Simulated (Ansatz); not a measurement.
Here is the system:

LiPt$_{3}$:
```cif
data_LiPt3
_chemical_formula_sum 'Li1 Pt3'
_space_group_name_H-M_alt 'P 1'
_space_group_IT_number 1
_cell_length_a 3.84949
_cell_length_b 3.84949
_cell_length_c 3.84949
_cell_angle_alpha 90.000
_cell_angle_beta 90.000
_cell_angle_gamma 90.000
loop_
_space_group_symop_operation_xyz
  'x, y, z'
loop_
_atom_site_label
_atom_site_type_symbol
_atom_site_fract_x
_atom_site_fract_y
_atom_site_fract_z
_atom_site_occupancy
Li1 Li 0.00000 0.00000 0.00000 1
Pt1 Pt 0.00000 0.50000 0.50000 1
Pt2 Pt 0.50000 0.00000 0.50000 1
Pt3 Pt 0.50000 0.50000 0.00000 1
```

This is the r²SCAN-relaxed structure.

### Question
All from the program Ansatz at the r²SCAN level (PAW), unless another level is named. Predict the density of states at the Fermi level.

### Answer
0.49 states/eV per atom (mean over ±0.08 eV).

### Question
What about the formation energy from the elements (no fitted shifts)?

### Answer
-0.46 eV/atom.

Space group Pm-3m (Cu3Au type). The workflow started from a Materials Project entry (that database holds measured and hypothetical structures alike); the Crystallography Open Database copy checked does not list it. With Li and Pt taken as one species the cell has the higher symmetry Fm-3m, so it may be an ordered model of a mixed-site phase. Its standing as an ambient phase is unchecked. The r²SCAN relaxation kept the symmetry of its start; whether a distortion lowers the energy is not shown. No spin polarisation was allowed. The references are the lowest solids computed at this level, not always the standard phases. Spin–orbit coupling is left out wherever it is not named.

Potentials: the later of the program's two PAW sets.
